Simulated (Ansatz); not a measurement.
TePb:
```
CELL_PARAMETERS angstrom
      0.00000     3.26726     3.26726
      3.26726     0.00000     3.26726
      3.26726     3.26726     0.00000
ATOMIC_POSITIONS crystal
  Te 0.00000 0.00000 0.00000
  Pb 0.50000 0.50000 0.50000
```

Relaxed with r²SCAN.

Give the Bader charges and basin volumes of the independent atoms, r²SCAN in the plane-wave PAW code Ansatz.



```csv
atom,Bader charge (e),Bader volume (Å³)
Te1,-0.78,41.6
Pb2,+0.78,28.1
```

Space group Fm-3m (rock salt). Symmetry was held in the r²SCAN relaxation. Spin–orbit coupling is left out wherever it is not named.

Potentials: the later of the program's two PAW sets.
